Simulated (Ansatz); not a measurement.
Input:

Pt:
```yaml
crystal:
  lattice:
    - [0.00000, 2.84390, 2.84390]
    - [2.84390, 0.00000, 2.84390]
    - [2.84390, 2.84390, 0.00000]
  atoms:
    - { symbol: Pt, position: [0.00000, 0.00000, 0.00000] }
    - { symbol: Pt, position: [0.25000, 0.25000, 0.25000] }
```

This is the PBEsol-relaxed structure.

Task: All from plane-wave PAW PBEsol (Ansatz code), unless another level is named. Predict the density of states at the Fermi level.

Result: 2.6 states/eV per atom (mean over ±0.08 eV).

Task: And the gap with spin–orbit coupling?

Result: none (metallic).

Space group Fd-3m (diamond). The start of the workflow was typed in or built on a structure type; neither database checked (COD, Materials Project) lists it. It is not the phase usual at ambient conditions (space group No. 225). Symmetry was held in the PBEsol relaxation. At this level the phase is mechanically unstable. The run is not spin-polarised. Scalar-relativistic: spin–orbit coupling is off unless named, which matters more the heavier the elements.

Potentials: the later of the program's two PAW sets.
